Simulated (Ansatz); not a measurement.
Relaxed Co (hcp, Mg type):

```xyz
2
Lattice="2.4573 0.0000 0.0000 -1.2286 2.1281 0.0000 0.0000 0.0000 3.9686" Properties=species:S:1:pos:R:3 pbc="T T T"
Co     0.0000     1.4187     2.9765
Co     1.2286     0.7094     0.9922
```

These are PBEsol (plane waves to 420 eV, PAW, scalar-relativistic; Ansatz, a first-principles code) values and carry that method's errors. k mesh 17×17×10 (Γ-centred), Fermi-Dirac smearing 0.05 eV. With partly filled bands, energies and forces of such displacements shift with the k mesh and the smearing. Co was relaxed with its symmetry unable to fall. Relaxed Co ends ferromagnetic. The magnetic order is the one the run started from; other orders were not tried.

One atom of the cell was then moved (with its periodic images), all else fixed, and the forces (eV/Å) came out as:

```csv
atom,Fx,Fy,Fz
Co1,-0.276,0.009,0.000
Co2,0.276,-0.009,0.000
```

With two atoms only their relative shift counts; take Co1 as fixed.

Problem. Which atom was moved, and by which vector (Å)?

Solution. Co2, by (-0.10, 0.00, 0.00), 0.10 Å in all.

(For displaced atoms, the force is minus the slope of the energy, and its curvature is a force constant, which sets phonon frequencies.)
